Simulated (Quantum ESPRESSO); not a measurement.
**Band energies of Y$_{2}$CN$_{2}$O$_{2}$**

```
CELL_PARAMETERS angstrom
      3.69899     0.00000     0.00000
     -1.84949     3.20342     0.00000
      0.00000     0.00000     8.16886
ATOMIC_POSITIONS crystal
  C  0.00000 0.00000 0.00000
  N  0.00000 0.00000 0.15015
  N  0.00000 0.00000 0.84985
  O  0.33333 0.66667 0.39666
  O  0.66667 0.33333 0.60334
  Y  0.33333 0.66667 0.67752
  Y  0.66667 0.33333 0.32248
```

LDA (pw.x of Quantum ESPRESSO, ONCV potentials, scalar-relativistic); path ΓMKΓALHA,LM,KH; energies in eV from the valence-band maximum.

```
k (1/Å)  point  band 20  band 21  band 22  band 23  band 24  band 25  band 26  band 27
-------  -----  -------  -------  -------  -------  -------  -------  -------  -------
0.00         Γ    -2.18    -2.18    -0.68     0.00     0.00     3.72     5.21     5.48
0.39              -1.96    -1.84    -1.38    -0.22    -0.06     4.36     4.96     5.24
0.98         M    -1.53    -1.51    -1.06    -0.58    -0.33     4.62     5.11     5.47
1.55         K    -1.56    -1.56    -0.80    -0.49    -0.49     4.10     5.36     5.36
1.74              -1.66    -1.51    -0.88    -0.51    -0.41     4.23     5.17     5.40
2.30              -1.92    -1.89    -1.36    -0.21    -0.05     4.35     5.00     5.10
2.68         Γ    -2.18    -2.18    -0.68     0.00     0.00     3.72     5.21     5.48
2.87              -2.30    -2.30    -0.74    -0.01    -0.01     3.81     5.25     5.48
3.06         A    -2.56    -2.56    -0.81    -0.02    -0.02     3.90     5.26     5.49
3.39              -2.23    -1.93    -0.98    -0.44    -0.14     4.42     4.91     5.50
3.88              -1.76    -1.20    -1.10    -0.88    -0.46     4.70     5.50     5.53
4.04         L    -1.81    -1.09    -1.04    -0.84    -0.53     4.69     5.56     5.60
4.42              -1.98    -1.48    -0.87    -0.78    -0.67     4.29     5.47     5.70
4.61         H    -1.79    -1.79    -0.80    -0.74    -0.74     4.16     5.54     5.66
4.89              -1.80    -1.45    -1.05    -0.86    -0.57     4.38     5.42     5.72
5.32              -1.99    -1.77    -1.09    -0.63    -0.22     4.71     4.74     5.37
5.74         A    -2.56    -2.56    -0.81    -0.02    -0.02     3.90     5.26     5.49
5.74         L    -1.81    -1.09    -1.04    -0.84    -0.53     4.69     5.56     5.60
6.13         M    -1.53    -1.51    -1.06    -0.58    -0.33     4.62     5.11     5.47
6.13         K    -1.56    -1.56    -0.80    -0.49    -0.49     4.10     5.36     5.36
6.51         H    -1.79    -1.79    -0.80    -0.74    -0.74     4.16     5.54     5.66
```

The LDA gap is 3.72 eV and nearly direct: the edges lie at 83 % of the way from K to Γ and Γ, the smallest direct gap within 0.02 eV of it.

Geometry of the Materials Project entry, not relaxed at this level.

The structure is a Materials Project entry; no match was found in the copy of COD used, and its stability was not checked.
